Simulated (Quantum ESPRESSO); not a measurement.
Parts of the isotropic shielding in BaNaBiWO6, by PBE GIPAW (a modified build of Quantum ESPRESSO, JTH PAW datasets), 30 Ha, k-mesh 5×5×5 shifted:

```yaml
crystal:
  lattice:
    - [0.00000, 4.28261, 4.28261]
    - [4.28261, 0.00000, 4.28261]
    - [4.28261, 4.28261, 0.00000]
  atoms:
    - { symbol: Na, position: [0.75000, 0.75000, 0.75000] }
    - { symbol: Ba, position: [0.25000, 0.25000, 0.25000] }
    - { symbol: Bi, position: [0.00000, 0.00000, 0.00000] }
    - { symbol: W, position: [0.50000, 0.50000, 0.50000] }
    - { symbol: O, position: [0.72800, 0.27200, 0.27200] }
    - { symbol: O, position: [0.72800, 0.27200, 0.72800] }
    - { symbol: O, position: [0.27200, 0.72800, 0.72800] }
    - { symbol: O, position: [0.27200, 0.72800, 0.27200] }
    - { symbol: O, position: [0.72800, 0.72800, 0.27200] }
    - { symbol: O, position: [0.27200, 0.27200, 0.72800] }
```
Geometry: a computed entry of the Materials Project; it was not checked against measured cells. It is BaNaBiWO6 in F-43m; whether this form has been observed was not checked. Stability against distortions was not tested. Forces on the atoms reach 0.52 eV/Å at this level. The run has no spin polarisation.

The core term is that of the free atom's frozen core; the paramagnetic column sums the reconstruction terms. These are absolute shieldings with no macroscopic susceptibility term; δ = σ_ref − σ needs a reference computed alike. In our sweeps, cutoffs and meshes of this size left a few ppm, and up to some 20 ppm on atoms from Zn on. No spin–orbit coupling; Bi is the heaviest element present. The datasets of Na hold no d projectors, which limits absolute σ on these atoms.

```
site                           core  bare (smooth current)  diamagnetic correction  paramagnetic corrections  σ_iso (ppm)
---------------------------  ------  ---------------------  ----------------------  ------------------------  -----------
Na (atom 1)                   377.3                   85.3                   154.6                       ___          ___
Ba (atom 2)                  6129.8                  109.2                   -43.7                       ___          ___
O (atoms 5, 6, 7, 8, 9, 10)   271.1                  -35.7                    25.9                       ___          ___
```

Task: Some entries are withheld; supply them.

Result: 
- Na (atom 1), paramagnetic corrections: -26.8
- Na (atom 1), σ_iso (ppm): 590.4
- Ba (atom 2), paramagnetic corrections: -995.0
- Ba (atom 2), σ_iso (ppm): 5200.3
- O (atoms 5, 6, 7, 8, 9, 10), paramagnetic corrections: -428.9
- O (atoms 5, 6, 7, 8, 9, 10), σ_iso (ppm): -167.7
